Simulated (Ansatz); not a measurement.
MgO:
```
MgO
1.0
    0.00000     2.08032     2.08032
    2.08032     0.00000     2.08032
    2.08032     2.08032     0.00000
Mg O
1 1
Direct
  0.00000   0.00000   0.00000
  0.50000   0.50000   0.50000
```

Relaxed with LDA.

**Question.** Decompose the optical modes at the zone centre into irreducible representations, and say which are infrared and Raman allowed.

**Answer.** Point group m-3m: Γ_opt = T1u. Infrared: T1u. Raman: none.

**Question.** Assign frequencies (DFPT, plane-wave PAW LDA (Ansatz code); without the LO–TO term).

**Answer.** T1u 407 cm⁻¹.

Space group Fm-3m (rock salt). The LDA relaxation kept the symmetry of its start; phonons on a q-mesh show no instability.

Potentials: the earlier of the program's two PAW sets.
